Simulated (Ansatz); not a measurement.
## Tl: enthalpy against pressure

Tl, P6_3/mmc, a = 3.456 Å, c = 11.350 Å. Ansatz: PBE+D3(BJ), PAW, 420 eV, Γ-centred 15×15×4 mesh on 4 atoms, Gaussian smearing 0.10 eV; no spin polarisation. Cell and atoms are relaxed at each pressure, and no other structure is tried, so the rows at high pressure may lie past a change of phase. y is the enthalpy over the state at zero pressure; there V0 = 29.356 Å³/atom. The pressures are the targets, met within 0.03 GPa.

```tsv
P (GPa)	y (eV/atom)
-3.0	-0.5817
0.0	0.0000
3.0	0.5285
8.0	?
15.0	2.3932
30.0	4.4352
60.0	8.0413
```

Problem. Fit y = c1 P + c2 P² + c3 P³ to the other rows, say what c1 and c2 mean, and predict the missing value.

Solution. Least squares on the rows shown. y = 0.17891 P − 0.0013427 P² + 9.9138×10⁻⁶ P³. Since dH/dP = V, c1 is V0: 0.17891 eV/GPa × 160.2 = 28.661 Å³ against 29.356; c2 = −V0/(2B0) gives B0 = 67 GPa, where a Birch–Murnaghan fit to the volumes of the same runs (not shown) gives 33 GPa: a cubic over this range folds the higher terms into c2. Above P = −c2/(3 c3) = 45 GPa the cubic's slope, the volume, would rise with pressure, so the form fails there. At P = 8.0 the fit asked for gives 1.3504 eV/atom. The run gave 1.3425 eV/atom, so the fit is 0.0079 eV/atom too high, within the rms miss on the fitted rows (0.0180 eV/atom).

In 1 of the 7 runs an atom lies near a switch of its D3 coefficient C6 between reference coordination numbers, so the dispersion energy changes steeply there and can bend the curve. The mesh isn't the same in all rows (15×15×4, 18×18×6). Spin–orbit coupling is left out, which can shift energies with elements as heavy as these.